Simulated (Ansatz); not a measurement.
LiCl (rock salt, space group No. 225), PBE (plane waves, PAW; program Ansatz). The conduction-band minimum lies at Γ, with 1 equivalent valley. Second derivatives d²E/dk² of the lowest band at one valley (eV·Å²), along Cartesian directions:

```tsv
direction	d²E/dk²
[100]	16.29
[010]	16.29
[001]	16.29
[110]	16.29
[101]	16.29
[011]	16.29
```

Problem. Find the principal effective masses, the density-of-states mass and the conductivity mass.

Solution. Off-diagonal terms follow from H_xy = H[110] − (H_xx + H_yy)/2, and m*/mₑ = 7.620 eV·Å² over each eigenvalue: 0.47, 0.47, 0.47. One valley's DOS mass (m₁m₂m₃)^(1/3) = 0.47, conductivity mass 3/(Σ 1/mᵢ) = 0.47 mₑ.

Problem. What effective density of states Nc follows at 300 K for parabolic valleys?

Solution. Nc = 2.509e19 × 1 × (0.47)^(3/2) ≈ 8.1e18 cm⁻³.

Problem. With the computed static dielectric constant 15.5 (mean of the diagonal), estimate a hydrogenic donor's binding energy and radius.

Solution. E = 13.606 eV × 0.47/15.5² ≈ 27 meV; a = 0.529 Å × ε/m* ≈ 17 Å. Semilocal masses tend to be too small where the gap is.

Problem. With ε∞ = 2.94 and ω_LO = 383 cm⁻¹, what Fröhlich coupling constant follows?

Solution. α = (1/ε∞ − 1/ε0) √(m* × 13.606 eV/ħω_LO) = 3.2.

Space group Fm-3m (rock salt). Symmetry was held in the PBE relaxation; phonons on a q-mesh show no instability.

Potentials: the later of the program's two PAW sets.
